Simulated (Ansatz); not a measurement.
Values for one crystal, relaxed and computed with the program Ansatz at the PBEsol level (PAW); other levels are named.

- Volume per atom = 13.84 Å³
- Electronic character = metallic (no gap)
- Poisson's ratio = 0.27
- Pressure derivative B′ = 4.0
- Debye temperature from the elastic constants = 579 K
- Highest zone-centre frequency = 339 cm⁻¹
- Bulk modulus (Birch–Murnaghan fit) = 153 GPa

Problem. Which compound is it?
A) NbAl3, I4/mmm (Al on 2b, Al on 4d, Nb on 2a)
B) Al2Cu, fluorite or antifluorite type
C) AlV, Cmmm (Al on 2a, V on 2c)
D) ScAl3, I4/mmm (Sc on 2a, Al on 4d, Al on 2b)

Solution. C, AlV, Cmmm (Al on 2a, V on 2c)

The first step of the workflow began from a Materials Project structure, measured or hypothetical; the Crystallography Open Database copy checked does not list it. With Al and V taken as one species the cell has the higher symmetry I4/mmm, so it may be an ordered model of a mixed-site phase. Its standing as an ambient phase is unchecked. The PBEsol relaxation kept the symmetry of its start; whether a distortion lowers the energy is not shown. No spin polarisation was allowed. As this level gives no gap, shear constants depend on the k-mesh and smearing (Fermi–Dirac, 0.1 eV here). As this level gives no gap, phonon frequencies hold no LO–TO term and depend on the k-mesh and smearing (Fermi–Dirac, 0.1 eV here).

Potentials: the later of the program's two PAW sets.
